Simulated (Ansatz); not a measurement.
Starting cell, Ge (diamond):

```
CELL_PARAMETERS angstrom
      0.00000     2.83720     2.83720
      2.83720     0.00000     2.83720
      2.83720     2.83720     0.00000
ATOMIC_POSITIONS crystal
  Ge 0.50000 0.50000 0.50000
  Ge 0.75000 0.75000 0.75000
```

Scan: atom 2 (Ge, nearest neighbour Ge at 2.457 Å; its periodic images, 4.0 Å or more away, move with it) is displaced along Cartesian z, direction (0.000, 0.000, 1.000) in Cartesian axes, by s. The other atoms stay.

All values below come from r2SCAN (plane waves to 500 eV, PAW, scalar-relativistic; Ansatz, a quantum-chemistry and plane-wave program). k mesh 8×8×8 (Γ-centred), Fermi-Dirac smearing 0.05 eV. The energy includes the smearing's −TS. As the smearing reaches across the gap at some points, energies and forces of such displacements shift with the k mesh and the smearing. Ge was relaxed with its symmetry unable to fall. The zero of ΔE is the undisplaced structure.

Question: Give the computed ΔE (meV/cell) at s (Å) = -0.740, -0.592, -0.444, 0.148, 0.740.

Answer: 
```
s (Å)   ΔE (meV/cell)
------  -------------
-0.740           2372
-0.592           1659
-0.444           1010
0.148             125
0.740            2372
```

(For displaced atoms, the force is minus the slope of the energy, and its curvature is a force constant, which sets phonon frequencies.)
